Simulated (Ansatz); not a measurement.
SrLa₂S₄ in space group I-42d (No. 122; Sr on 4b, La on 8d, S on 16e), the program Ansatz at the LDA level (PAW). The conduction-band minimum lies at Γ, with 1 equivalent valley. Second derivatives d²E/dk² of the lowest band at one valley (eV·Å²), along Cartesian directions:

```
direction  d²E/dk²
---------  -------
[100]        12.04
[010]        12.04
[001]        19.00
[110]        12.07
[101]        15.52
[011]        15.52
```

Problem. Find the principal effective masses, the density-of-states mass and the conductivity mass.

Solution. Off-diagonal terms follow from H_xy = H[110] − (H_xx + H_yy)/2, and m*/mₑ = 7.620 eV·Å² over each eigenvalue: 0.40, 0.63, 0.63. One valley's DOS mass (m₁m₂m₃)^(1/3) = 0.54, conductivity mass 3/(Σ 1/mᵢ) = 0.53 mₑ.

Problem. What effective density of states Nc follows at 300 K for parabolic valleys?

Solution. Nc = 2.509e19 × 1 × (0.54)^(3/2) ≈ 1.0e19 cm⁻³.

Problem. With the computed static dielectric constant 18.1 (mean of the diagonal), estimate a hydrogenic donor's binding energy and radius.

Solution. E = 13.606 eV × 0.53/18.1² ≈ 22 meV; a = 0.529 Å × ε/m* ≈ 18 Å. Semilocal masses tend to be too small where the gap is.

The first step of the workflow began from a Materials Project structure, measured or hypothetical; the Crystallography Open Database copy checked does not list it. Whether it is the stable phase at ambient conditions was not checked. The LDA relaxation kept the symmetry of its start; of distortions, only those at the zone centre were tested. Spin–orbit coupling is left out wherever it is not named.

Potentials: the later of the program's two PAW sets.
